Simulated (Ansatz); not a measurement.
The relaxed structure here is a generated cell of TaSi2: the first start was made by placing the elements on the sites of a structure type, and the end was not matched to a known phase here, so it may be hypothetical. Known forms of TaSi2 include space group No. 181.

A relaxed structure of TaSi2. All values below come from PBE (plane waves to 420 eV, PAW, scalar-relativistic; Ansatz, a program for electronic structure).

```cif
data_Si2Ta
_chemical_formula_sum 'Ta1 Si2'
_space_group_name_H-M_alt 'P 1'
_space_group_IT_number 1
_cell_length_a 2.95154
_cell_length_b 2.95154
_cell_length_c 6.16766
_cell_angle_alpha 90.000
_cell_angle_beta 90.000
_cell_angle_gamma 120.000
loop_
_space_group_symop_operation_xyz
  'x, y, z'
loop_
_atom_site_label
_atom_site_type_symbol
_atom_site_fract_x
_atom_site_fract_y
_atom_site_fract_z
_atom_site_occupancy
Ta1 Ta 0.00000 0.00000 0.00000 1
Si1 Si 0.66667 0.33333 0.34055 1
Si2 Si 0.33333 0.66667 0.65945 1
```

Q: Determine the symmetry and give the standard cell with its independent sites.

A: Space group P-3m1 (No. 164); a = 2.952 Å, b = 2.952 Å, c = 6.168 Å, α = 90.00°, β = 90.00°, γ = 120.00°

| atom | site | symmetry | x | y | z |
|---|---|---|---|---|---|
| Ta | 1a | -3m. | 0.0000 | 0.0000 | 0.0000 |
| Si | 2d | 3m. | 0.6667 | 0.3333 | 0.3405 |

Q: Give the shortest distances between elements (the closest pairs, up to four, under 3.6 Å).

A: Si–Si 2.60 Å; Si–Ta 2.70 Å; Ta–Ta 2.95 Å.

```yaml
volume_per_atom: 15.51 Å³
band_gap: no gap (metallic)
```

No spin polarisation in the result. The relaxed primitive cell holds an odd number of electrons. A magnetic state may lie lower.

The run could not lose the symmetry of its start, so the end can be a saddle point.
